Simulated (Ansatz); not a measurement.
An ordered 6-atom cell of Al₂BN₃ on the zincblende lattice (P3m1), relaxed with r2SCAN. Space group P3m1 (No. 156), trigonal; conventional cell a = 2.941 Å, c = 7.180 Å, 8.97 Å³ an atom. B is surrounded by 4 N at 1.52–1.78 Å; Al is surrounded by 4 N at 1.84–1.88 Å; Al is surrounded by 4 N at 1.83–1.86 Å; N is surrounded by 3 B at 1.78 Å and 1 Al at 1.88 Å; N is surrounded by 4 Al at 1.84–1.86 Å; N is surrounded by 1 B at 1.52 Å and 3 Al at 1.83 Å.

4 runs of the plane-wave code Ansatz on this cell differ in the functional (and in the settings that go with it). Levels are in eV from each run's valence top; v1 is the last filled band, c1 the first empty one.

Run A, mean stress -1.6 GPa (compression positive):

| point | v4 | v3 | v2 | v1 | c1 | c2 |
| --- | --- | --- | --- | --- | --- | --- |
| Γ | -0.67 | -0.49 | 0.00 | 0.00 | 5.80 | 7.52 |
| M | -2.79 | -1.88 | -1.71 | -1.13 | 4.30 | 7.76 |
| K | -4.50 | -3.03 | -1.91 | -1.37 | 6.91 | 7.00 |
| A | -0.63 | -0.63 | -0.03 | -0.03 | 6.28 | 7.65 |

Run B, mean stress +4.6 GPa (compression positive):

| point | v4 | v3 | v2 | v1 | c1 | c2 |
| --- | --- | --- | --- | --- | --- | --- |
| Γ | -0.51 | -0.36 | 0.00 | 0.00 | 4.46 | 6.06 |
| M | -2.52 | -1.63 | -1.47 | -0.99 | 3.13 | 6.34 |
| K | -4.12 | -2.76 | -1.71 | -1.14 | 5.59 | 5.71 |
| A | -0.47 | -0.47 | -0.04 | -0.04 | 4.91 | 6.22 |

Run C, mean stress 0.0 GPa (compression positive):

| point | v4 | v3 | v2 | v1 | c1 | c2 |
| --- | --- | --- | --- | --- | --- | --- |
| Γ | -0.59 | -0.40 | 0.00 | 0.00 | 4.96 | 6.69 |
| M | -2.64 | -1.68 | -1.57 | -1.04 | 3.67 | 6.91 |
| K | -4.22 | -2.87 | -1.80 | -1.21 | 6.23 | 6.33 |
| A | -0.55 | -0.55 | -0.03 | -0.03 | 5.41 | 6.86 |

Run D, mean stress -1.7 GPa (compression positive):

| point | v4 | v3 | v2 | v1 | c1 | c2 |
| --- | --- | --- | --- | --- | --- | --- |
| Γ | -0.68 | -0.50 | 0.00 | 0.00 | 6.54 | 8.27 |
| M | -2.81 | -1.91 | -1.72 | -1.14 | 5.03 | 8.52 |
| K | -4.54 | -3.05 | -1.92 | -1.38 | 7.66 | 7.75 |
| A | -0.64 | -0.64 | -0.04 | -0.04 | 7.03 | 8.40 |

**Question.** Match the runs to PBE, r2SCAN, HSE06, PBE0.

**Answer.** A is HSE06, B is PBE, C is r2SCAN, D is PBE0. In order of the gap: PBE 3.13, r2SCAN 3.67, HSE06 4.30, PBE0 5.03 eV. The stress vanishes for r2SCAN, which relaxed the cell.

Values at 0 K without nuclear motion; spin polarisation is off, and the phase may be a hypothetical one.

The program warns that its thresholds are loose for a hybrid's stress.

The meshes of the hybrids are coarse, so their gaps aren't converged to the digits shown.
